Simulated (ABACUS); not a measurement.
A self-consistent single point of Se (R-3, 6 atoms in the cell; from Materials Project mp-147, changed as shown) with ABACUS.

All values come from this method and carry its errors: ABACUS with PBEsol, numerical atomic orbitals DZP (confined pseudo-atomic orbitals with Gaussian additions; energy shift 0.01 Ry), PseudoDojo 0.4 standard norm-conserving PBEsol (tails mended) pseudopotentials.

The change in words: lattice scaled by 0.98. Reference geometry (R-3):
```
Se
1.0
    5.65533     3.26510     1.61317
   -5.65533     3.26510     1.61317
    0.00000    -6.53021     1.61317
Se
6
Direct
  0.84914   0.72591   0.09273
  0.15086   0.27409   0.90727
  0.09273   0.84914   0.72591
  0.90727   0.15086   0.27409
  0.72591   0.09273   0.84914
  0.27409   0.90727   0.15086
```

Reference input (self-consistent single point, DFT, PBEsol, numerical atomic orbitals DZP (confined pseudo-atomic orbitals with Gaussian additions; energy shift 0.01 Ry), PseudoDojo 0.4 standard norm-conserving PBEsol (tails mended) pseudopotentials): basis = DZP numerical atomic orbitals, energy shift 0.01 Ry; KPT = Gamma 4 4 4 0 0 0; basis_type = lcao; ecutwfc = 100 Ry; smearing_method = fd; smearing_sigma = 0.00367493 Ry; potentials = PseudoDojo 0.4 standard norm-conserving PBEsol (tails mended); symmetry = 1; symmetry_prec = 1e-05; ks_solver = genelpa; scf_nmax = 100; scf_thr = 1.0e-06. This run's input differs from it in these lines:

```diff
@@ -29,8 +29,8 @@
 LATTICE_CONSTANT
-12.71126
+12.457036
 
 LATTICE_VECTORS
-   0.8407518527    0.4854082474    0.2398232088
-  -0.8407518527    0.4854082474    0.2398232088
-   0.0000000000   -0.9708166434    0.2398232088
+   0.8407518476    0.4854082097    0.2398232555
+  -0.8407518476    0.4854082097    0.2398232555
+   0.0000000000   -0.9708165712    0.2398232555
 
@@ -42,8 +42,8 @@
 6
-   1.3169609072    8.5739791729    5.0841525495 1 1 1
-  -1.3169609072   -8.5739810626    4.0612129354 1 1 1
-  -8.0837653155   -3.1464695880    5.0841525495 1 1 1
-   8.0837653155    3.1464676983    4.0612129354 1 1 1
-   6.7668044083   -5.4275127365    5.0841525495 1 1 1
-  -6.7668044083    5.4275108468    4.0612129354 1 1 1
+   1.2906218055    8.4024997435    4.9824709482 1 1 1
+  -1.2906218055   -8.4025016332    3.9799898348 1 1 1
+  -7.9220907239   -3.0835402815    4.9824709482 1 1 1
+   7.9220907239    3.0835383918    3.9799898348 1 1 1
+   6.6314689184   -5.3189626136    4.9824709482 1 1 1
+  -6.6314689184    5.3189607239    3.9799898348 1 1 1
 # file: KPT
```

Output, abridged:

```
 SELF-CONSISTENT
 -------------------------------------------

                  longest orb rcut (Bohr) = 5.9
   longest nonlocal projector rcut (Bohr) = 1.94
                     search radius (Bohr) = 15.7

                          real space grid = [ 80, 80, 80 ]
                                 init_chg = atomic

 LCAO ALGORITHM --------------- ION=   1  ELEC=   1--------------------------------

 Density error is 0.0332414692888
 E_KohnSham     -1453.0506904871     -19769.7688734583
 E_Fermi        0.5457036482         7.4246790351

 LCAO ALGORITHM --------------- ION=   1  ELEC=   2--------------------------------

   [... lines left out ...]

   [... 4 blocks of this kind left out ...]

 LCAO ALGORITHM --------------- ION=   1  ELEC=   7--------------------------------

 Density error is 1.88411908911e-06
 E_KohnSham     -1453.0543860327     -19769.8191539360
 E_Fermi        0.5556522063         7.5600361115

 LCAO ALGORITHM --------------- ION=   1  ELEC=   8--------------------------------

 Density error is 3.1976346639e-07
 E_KohnSham     -1453.0543860327     -19769.8191539367
 E_KS(sigma->0) -1453.0543860321     -19769.8191539282
 E_entropy(-TS) -0.0000000012        -0.0000000170
 E_Fermi        0.5556515470         7.5600271414
 charge density convergence is achieved
 final etot is -19769.819154 eV
 EFERMI = 7.5600271414 eV

 STATE ENERGY(eV) AND OCCUPATIONS    NSPIN == 1
   [... 55 lines left out ...]

 TOTAL-FORCE (eV/Angstrom)
                       Se1         0.3738515716        -1.0227790654        -1.0361672380
                       Se2        -0.3738515716         1.0227790654         1.0361672380
                       Se3         0.6988271391         0.8351547887        -1.0361672380
                       Se4        -0.6988271391        -0.8351547887         1.0361672380
                       Se5        -1.0726787107         0.1876249325        -1.0361672380
                       Se6         1.0726787107        -0.1876249325         1.0361672380

 TOTAL-STRESS (KBAR)
        25.1668486852         0.0000000000        -0.0000000000
        -0.0000000000        25.1668533756         0.0000053099
         0.0000000000         0.0000053099         0.9633884412
 TOTAL-PRESSURE: 17.099030 KBAR

 --------------------------------------------
 !FINAL_ETOT_IS -19769.8191539367471705 eV
 --------------------------------------------
```

The run converged in 8 iterations. Against the reference run the free energy drops by 1.4 meV/atom, the pressure goes from -1.77 to 1.71 GPa, the largest force goes from 0.683 to 1.503 eV/Å and the gap on the mesh goes from 1.609 to 1.743 eV.

The atom-centred basis is finite, which shifts total energies, pressures, gaps and forces against plane waves. Forces above 1 eV/Å remain at this geometry, of which the finite basis can carry a part. The structure comes from a collection of computed structures, made at another level of theory; the collection holds predicted forms beside known ones.

Cost on one core: roughly 15 core-seconds.

The atomic orbitals were generated for these runs; they are not ABACUS's published sets and were checked against plane waves on a few crystals only.

“Tails mended”: in these copies of the files the far tail of each local potential was reset to the Coulomb form.
